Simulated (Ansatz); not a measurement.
Here is the system:

FeGe:
```
CELL_PARAMETERS angstrom
      2.98747     0.00000     0.00000
     -1.49373     2.58722     0.00000
      0.00000     0.00000     3.47345
ATOMIC_POSITIONS crystal
  Fe 0.00000 0.00000 0.00000
  Ge 0.66667 0.33333 0.50000
```
The run is spin-polarised.

This is the r²SCAN-relaxed structure.

Q: All from the program Ansatz at the r²SCAN level (PAW), unless another level is named. Give the Bader charges.

A: Fe +0.17, Ge -0.17 e.

Q: What about the net moment?

A: 0.93 μB per atom.

Space group P-6m2. A made-up cell: these elements were put on the sites of a structure type; neither database checked (COD, Materials Project) lists it. COD files the formula under space group No. 198. Its standing as an ambient phase is unchecked. The cell was relaxed with r²SCAN under the symmetry of its start; whether a distortion lowers the energy is not shown. Spin order of the final state: ferromagnetic, chosen from 4 collinear starts compared on coarse meshes (ties went to the first, and starts can fall back to one state), not a proven ground state. Other orbital occupations within this spin state were not tried. For itinerant 3d metals, meta-GGAs of the SCAN family and hybrids are commonly reported to give too large moments.

Potentials: the later of the program's two PAW sets.
